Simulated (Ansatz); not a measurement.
Data:

TlBr (CsCl type, space group No. 221), a = b = c = 4.053 Å, α = β = γ = 90.00°.

This is the PBE-relaxed structure.

### Question
All from the program Ansatz at the PBE level (PAW), unless another level is named. Give the electron effective mass.

### Answer
0.18, 0.24, 0.24 mₑ (principal values).

### Question
Next, the formation energy from the elements (no fitted shifts)?

### Answer
-0.84 eV/atom.

### Question
And the valence-band maximum?

### Answer
at X.

Space group Pm-3m (CsCl type). The cell was relaxed with PBE under the symmetry of its start. The references are the lowest solids computed at this level, not always the standard phases. Scalar-relativistic: spin–orbit coupling is off unless named, which matters more the heavier the elements.

Potentials: the later of the program's two PAW sets.

Edges and masses are those of Kohn–Sham bands, whose gap is no quasiparticle gap.
